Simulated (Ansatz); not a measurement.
# Deforming NbZn3

```xyz
4
Lattice="3.9340 0.0000 0.0000 0.0000 3.9340 0.0000 0.0000 0.0000 3.9340" Properties=species:S:1:pos:R:3 pbc="T T T"
Nb    0.0000    0.0000    0.0000
Zn    0.0000    1.9670    1.9670
Zn    1.9670    0.0000    1.9670
Zn    1.9670    1.9670    0.0000
```

Atoms are numbered in the order listed.

Conventional cell: a = 3.934 Å, b = 3.934 Å, c = 3.934 Å, α = 90.00°, β = 90.00°, γ = 90.00°. Around Nb (atom 1) lie 12 Zn at 2.78 Å. Zn (atom 2) is surrounded by 4 Nb at 2.78 Å and 8 Zn at 2.78 Å.

The cell comes from COD entry 2310977, which wasn't checked; take it as a given geometry.

Spin polarisation is left out, and whether a magnetic state lies lower isn't shown here.

Level of theory: DFT, PBEsol, all-electron PAW with datasets made for the crystal, scalar-relativistic in Ansatz 0.2.0.

Sampling and basis: a Γ-centred 10×10×10 k mesh, Fermi–Dirac smearing of 0.05 eV, cutoff 260 eV (chosen by the program for this cell), no spin polarisation.

The unchanged cell is at -5.44 GPa.

In a metal, stresses and small energies carry noise from the k mesh.

x, y and z are the Cartesian axes of the cell as listed; fractional coordinates follow a strain, and an engineering shear is twice the off-diagonal strain component.

Problem. With this change (equal xy, yz and zx engineering shear strains of -2 %), what becomes of the energy and stress?

Solution. Energy change +5 meV/atom; stress change (xx, yy, zz, yz, xz, xy) 0.16, 0.16, 0.16, 1.74, 1.74, 1.74 GPa, compression positive.

Problem. With this change (equal xy, yz and zx engineering shear strains of -1 %), what becomes of the energy and stress?

Solution. Energy change +1 meV/atom; stress change (xx, yy, zz, yz, xz, xy) 0.04, 0.04, 0.04, 0.88, 0.88, 0.88 GPa, compression positive.

With equal xy, yz and zx engineering shear strains of +1 %: energy change +1 meV/atom; stress change (xx, yy, zz, yz, xz, xy) 0.04, 0.04, 0.04, -0.89, -0.89, -0.89 GPa, compression positive.

With equal xy, yz and zx engineering shear strains of +2 %: energy change +5 meV/atom; stress change (xx, yy, zz, yz, xz, xy) 0.16, 0.16, 0.16, -1.80, -1.80, -1.80 GPa, compression positive.
